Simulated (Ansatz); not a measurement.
Input file for Ansatz (a program for electronic structure):

Ansatz 0.2 input:
```yaml
crystal:
  lattice:
    - [5.2302716481, 0.0, 0.0]
    - [0.0, 3.4324515913, 0.0]
    - [0.0, 0.0, 5.6751625619]
  atoms:
    - { symbol: Ni, position: [0.5071648894, 0.25, 0.6902855596] }
    - { symbol: Ni, position: [0.4928351106, 0.75, 0.3097144404] }
    - { symbol: Ni, position: [0.9928351106, 0.75, 0.1902855596] }
    - { symbol: Ni, position: [0.0071648894, 0.25, 0.8097144404] }
    - { symbol: Ge, position: [0.6899305974, 0.25, 0.0898585204] }
    - { symbol: Ge, position: [0.3100694026, 0.75, 0.9101414796] }
    - { symbol: Ge, position: [0.8100694026, 0.75, 0.5898585204] }
    - { symbol: Ge, position: [0.1899305974, 0.25, 0.4101414796] }
kpoints:
  mp_grid: { grid: [8, 12, 7] }
hamiltonian:
  xc: lda
  pseudopotentials: { kind: paw }
scf:
  occupations: { method: fermi_dirac, width: 0.1 }
phonons:
  method: dfpt
  response_accuracy: low
  eigenvectors: true
  rigid_motions: translations
```

Output (shortened):

```
Pseudopotential: Ni, paw, valence charge 18
Pseudopotential: Ge, paw, valence charge 14
Functional definition: SPW92
Crystal: 8 atoms, lattice volume = 101.884 Å³
Basis set: ecut = 420 eV, 1993 PW (Γ), exchange–correlation on 72×48×80 points (8 copies of the dense FFT grid, shifted against one another)
Bands: 77, of which v1, the nominal top of the filled ones, is band 64 counted from 1 (63 counted from 0)
Symmetry: 8 space group operations
k-points: 203 of 672 (irreducible under 2 space group operations, time reversal used)
SCF iter   1: F=—  HF=-39959.552310 eV  |F-HF|=—  |Δ(HF+E_count)|=         —  Δρ=1.71e-2  dr2=1.38e-1  ethr=1.77e-3  ⟨swp⟩=5.2  Hψ=50215  notcnv=0  defer=469
preconditioner: auto → Kerker (q_TF=auto, 2.834 Å⁻¹)
SCF iter   2: F=—  HF=-39959.528880 eV  |F-HF|=—  |Δ(HF+E_count)|=   2.34e-2  Δρ=5.00e-3  dr2=1.25e-2  ethr=1.08e-4  ⟨swp⟩=2.6  Hψ=29878  notcnv=0  defer=673
SCF iter   3: F=—  HF=-39959.526826 eV  |F-HF|=—  |Δ(HF+E_count)|=   2.05e-3  Δρ=1.79e-3  dr2=2.06e-3  ethr=9.78e-6  ⟨swp⟩=1.2  Hψ=15037  notcnv=0  defer=673
SCF iter   4: F=—  HF=-39959.526218 eV  |F-HF|=—  |Δ(HF+E_count)|=   6.07e-4  Δρ=4.39e-4  dr2=2.34e-4  ethr=1.61e-6  ⟨swp⟩=2.5  Hψ=25375  notcnv=0  defer=673
SCF iter   5: F=—  HF=-39959.526116 eV  |F-HF|=—  |Δ(HF+E_count)|=   1.03e-4  Δρ=2.47e-4  dr2=6.32e-5  ethr=1.83e-7  ⟨swp⟩=2.0  Hψ=23196  notcnv=0  defer=673
SCF iter   6: F=—  HF=-39959.526104 eV  |F-HF|=—  |Δ(HF+E_count)|=   1.13e-5  Δρ=3.90e-5  dr2=1.88e-6  ethr=4.94e-8  ⟨swp⟩=2.1  Hψ=21711  notcnv=0  defer=673
SCF iter   7: F=—  HF=-39959.526104 eV  |F-HF|=—  |Δ(HF+E_count)|=   1.90e-7  Δρ=2.06e-5  dr2=3.69e-7  ethr=1.47e-9  ⟨swp⟩=2.0  Hψ=21094  notcnv=0  defer=673
SCF iter   8: F=—  HF=-39959.526104 eV  |F-HF|=—  |Δ(HF+E_count)|=   3.85e-8  Δρ=4.71e-6  dr2=2.02e-8  ethr=2.88e-10  ⟨swp⟩=2.4  Hψ=23524  notcnv=0  defer=673
SCF iter  12: F=-39959.526104 eV  HF=-39959.526104 eV  |F-HF|=2.18e-11  |Δ(HF+E_count)|=  1.46e-11  Δρ=2.31e-8  dr2=7.30e-13  ethr=1.00e-12  ⟨swp⟩=9.6  Hψ=80100  notcnv=0
SCF 1 converged in 12 iterations: F = -39959.526104 eV  dr2 = 7.30e-13
DFPT response loops at Γ: preconditioner auto → Kerker (q_TF=auto, 2.834 Å⁻¹) (partly filled bands, converged f_vac=0.000) …
SCF converged after 12 iterations
Free energy (F): -39959.526104 eV
Harris-Foulkes:  -39959.526104 eV  (|F-HF|=2.18e-11)
Internal energy: -39959.447988 eV  (E = F + TS)
E sigma→0 (E₀):  -39959.487046 eV
Entropy (-TS):   -0.078116 eV (-9.765 meV/atom)
Fermi energy:    16.170315 eV
--- Per-component energies (eV) ---
  E_band       = -1490.564342
  E_kinetic    = 1602.542219
  E_local      = -22978.519819  (includes V_loc(G=0)·N_el)
  E_nonlocal   = 4249.628636
  E_hartree    = 9867.325038
  E_xc         = -648.537237
  E_vxc        = -710.849535  (∫ρ·V_xc dr)
  E_paw        = -14027.634357  (= ΣΔE_a)
  E_vpaw       = -3388.018775  (= ΣTr[D̂ρ^β])
  E_aug_tail   = 0.002857  (compensation charges beyond the density's cutoff)
  E_ewald      = -18033.625112
  E_core_change = 9.369787  (= ΣΔE_core)
  E_smearing   = -0.078116  (= −TS)
  E_closure    =  0.000000  (closes the sum)
  Σ components = -39959.526104   (vs F -39959.526104, Δ=0.00e0)
  [band-id]    e_kinetic+e_local+e_nonlocal+2·e_hartree+e_vxc+e_vpaw+e_augmentation_tail = -1490.564342   (vs E_band -1490.564342, Δ=-5.49e-8)
--- Band table (eV; the first three rows and the last of 203) ---
  k-point 0: bands = ["-86.6980", "-86.6951", "-86.6941", "-86.6912", "-47.5781", "-47.5704", "-47.5672", "-47.5479", "-47.5421", "-47.5397", "-47.5352", "-47.5308", "-47.5269", "-47.5224", "-47.5055", "-47.5051", "-8.6363", "-8.6204", "-8.6143", "-8.6100", …
  k-point 1: bands = ["-86.6979", "-86.6955", "-86.6937", "-86.6913", "-47.5778", "-47.5716", "-47.5656", "-47.5496", "-47.5407", "-47.5396", "-47.5355", "-47.5311", "-47.5266", "-47.5226", "-47.5055", "-47.5051", "-8.6355", "-8.6212", "-8.6140", "-8.6099", …
  k-point 2: bands = ["-86.6977", "-86.6961", "-86.6931", "-86.6916", "-47.5772", "-47.5734", "-47.5628", "-47.5527", "-47.5391", "-47.5381", "-47.5363", "-47.5321", "-47.5258", "-47.5231", "-47.5054", "-47.5052", "-8.6333", "-8.6234", "-8.6130", "-8.6100", …
  k-point 202: bands = ["-86.6945", "-86.6945", "-86.6945", "-86.6945", "-47.5658", "-47.5658", "-47.5658", "-47.5658", "-47.5336", "-47.5336", "-47.5336", "-47.5336", "-47.5206", "-47.5206", "-47.5206", "-47.5206", "-8.6175", "-8.6175", "-8.6175", "-8.6175", …
--- Phonons (Γ-DFPT): 6 representative perturbations + reference, on 203 of 672 k-points (Σ response iterations 20) ---
  ASR residual: 1.467e-3 → 0.000e0 eV/Å²; symmetrization residual: 6.706e-5 eV/Å²
  ASR residual per site (eV/Å²): 1.47e-3 1.47e-3 1.47e-3 1.47e-3 1.30e-3 1.30e-3 1.30e-3 1.30e-3
  Γ frequencies (cm⁻¹): 0.00 0.00 0.00 106.08 145.67 147.15 161.05 163.57 165.66 173.29 174.91 190.86 207.53 208.14 209.18 228.89 232.46 233.63 249.95 260.18 272.25 272.41 287.64 288.20
  non-analytic LO–TO correction: not included (Born effective charges unavailable; polar crystals: no LO–TO splitting at Γ)
```

Cost: around 23 core-minutes (rough) on shared cores.

Space group Pnma. The LDA relaxation kept the symmetry of its start. The run is not spin-polarised. As this level gives no gap, phonon frequencies hold no LO–TO term and depend on the k-mesh and smearing (Fermi–Dirac, 0.1 eV here). Scalar-relativistic: spin–orbit coupling is off unless named, which matters more the heavier the elements.

Potentials: the later of the program's two PAW sets.

Ansatz is a plane-wave DFT program.
